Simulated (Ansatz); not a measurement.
CoSn (CoSn type, space group P6/mmm)

```yaml
crystal:
  lattice:
    - [5.24162, 0.00000, 0.00000]
    - [-2.62081, 4.53938, 0.00000]
    - [0.00000, 0.00000, 4.18794]
  atoms:
    - { symbol: Co, position: [0.50000, 0.00000, 0.00000] }
    - { symbol: Co, position: [0.50000, 0.50000, 0.00000] }
    - { symbol: Co, position: [0.00000, 0.50000, 0.00000] }
    - { symbol: Sn, position: [0.00000, 0.00000, 0.00000] }
    - { symbol: Sn, position: [0.33333, 0.66667, 0.50000] }
    - { symbol: Sn, position: [0.66667, 0.33333, 0.50000] }
```

This relaxed cell (volume V₀) is scaled evenly in all directions, its shape held. Symmetry pins the atoms to their sites.

Level of theory: r2SCAN (plane waves to 500 eV, PAW, scalar-relativistic; Ansatz, a first-principles code). k mesh 10×10×11 (Γ-centred), Fermi-Dirac smearing 0.05 eV. E stands for the smeared free energy. Compression counts positive. CoSn is run without spin polarisation. CoSn was relaxed with its symmetry unable to fall. ΔE is measured from the relaxed starting cell.

```
V (Å³/atom)  P (GPa)  ΔE (meV/atom)
-----------  -------  -------------
14.947          19.4             91
15.362          13.4            ___
15.777           8.3            ___
16.193           3.9              5
16.608           0.0              0
17.023          -3.3              4
17.438          -6.2             17
17.853          -8.7             36
18.269         -10.8             62
```

### Question
Some entries are withheld; supply them.

### Answer

- 15.362, ΔE (meV/atom): 48
- 15.777, ΔE (meV/atom): 20

(Under strain, the slope of the energy per volume gives the stress and its curvature an elastic modulus.)
